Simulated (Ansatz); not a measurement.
**KLuS2: stiffness from a series of strains**

```
CELL_PARAMETERS angstrom
1.97450 1.13998 7.29033
-1.97450 1.13998 7.29033
0.00000 -2.27996 7.29033
ATOMIC_POSITIONS crystal
K 0.00000 0.00000 0.00000
Lu 0.50000 0.50000 0.50000
S 0.23369 0.23369 0.23369
S 0.76631 0.76631 0.76631
```

Atom numbers follow the list: K1, Lu2, S3, S4.

The conventional cell has a = 3.949 Å, b = 3.949 Å, c = 21.871 Å, α = 90.00°, β = 90.00°, γ = 120.00°. K (atom 1) is surrounded by 6 S at 3.15 Å. Lu (atom 2) is surrounded by 6 S at 2.71 Å. S (atom 3) is surrounded by 3 Lu at 2.71 Å.

The cell comes from COD entry 2105802, which wasn't checked; take it as a given geometry.

Spin–orbit coupling is left out, though it moves levels of the heavy atoms by tenths of an eV or more.

These are results of Ansatz 0.2.0, DFT, LDA, all-electron LAPW, scalar-relativistic, not measurements.

Settings: a Γ-centred 7×7×7 k mesh, Fermi–Dirac smearing of 0.01 eV, basis error target 1 meV/atom, no spin polarisation.

The strain is applied along the Cartesian axes of the cell as listed (the other components stay zero). Fractional coordinates are held (clamped ions).

σ is the change of stress from the unstrained cell, which is at -3.84 GPa; tension is positive, so slopes are stress–strain coefficients at that pressure.

Only quantities that a quadratic follows smoothly over the whole series are listed; rougher ones are left out.

| εzz | σzz (GPa) | σxx (GPa) |
| --- | --- | --- |
| -0.0200 | -1.88 | -0.61 |
| 0.0000 | 0.00 | 0.00 |
| 0.0100 | 0.91 | 0.27 |
| 0.0200 | 1.79 | 0.51 |

Fit the series and read off the stiffness at zero strain.

Least-squares fits y = p0 + p1 x + p2 x² to the rows give σzz (GPa): p1 = 91.8, p2 = -120; σxx (GPa): p1 = 28, p2 = -130. So C33 = 92 GPa and C13 = 28 GPa, for these axes.

One run, at εzz = -0.0100, is withheld. Predict its row.

The fits give -0.93, -0.29; the run gave -0.93, -0.29.
